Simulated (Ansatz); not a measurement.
Relaxed Cu (fcc, Cu type):

```xyz
4
Lattice="3.6297 0.0000 0.0000 0.0000 3.6297 0.0000 0.0000 0.0000 3.6297" Properties=species:S:1:pos:R:3 pbc="T T T"
Cu     0.0000     0.0000     0.0000
Cu     1.8148     1.8148     0.0000
Cu     1.8148     0.0000     1.8148
Cu     0.0000     1.8148     1.8148
```

Scan: atom 4 (Cu, nearest neighbour Cu at 2.567 Å; its periodic images, 3.6 Å or more away, move with it) is displaced along Cartesian z, direction (0.000, 0.000, 1.000) in Cartesian axes, by s. The other atoms stay.

Method: PBE (plane waves to 420 eV, PAW, scalar-relativistic; Ansatz, a quantum-chemistry and plane-wave program). k mesh 10×10×10 (Γ-centred), Fermi-Dirac smearing 0.05 eV. Energies are smeared free energies. With partly filled bands, energies and forces of such displacements shift with the k mesh and the smearing. F∥ is the force on the atom along that direction. Cu is run without spin polarisation. Cu was relaxed with its symmetry unable to fall. The zero of ΔE is the undisplaced structure.

```
s (Å)   ΔE (eV/cell)  F∥ (eV/Å)
------  ------------  ---------
-0.770           [?]      6.734
-0.616         1.418      5.051
-0.462         0.762      3.507
-0.308         0.326      2.186
-0.154           [?]      1.043
0.000          0.000      0.000
0.154            [?]     -1.043
0.308          0.326     -2.186
0.462          0.762     -3.507
0.616          1.418     -5.051
0.770            [?]     -6.734
```

Q: What belongs in the gaps?

A: 
- -0.770, ΔE (eV/cell): 2.325
- -0.154, ΔE (eV/cell): 0.080
- 0.154, ΔE (eV/cell): 0.080
- 0.770, ΔE (eV/cell): 2.325

(For displaced atoms, the force is minus the slope of the energy, and its curvature is a force constant, which sets phonon frequencies.)
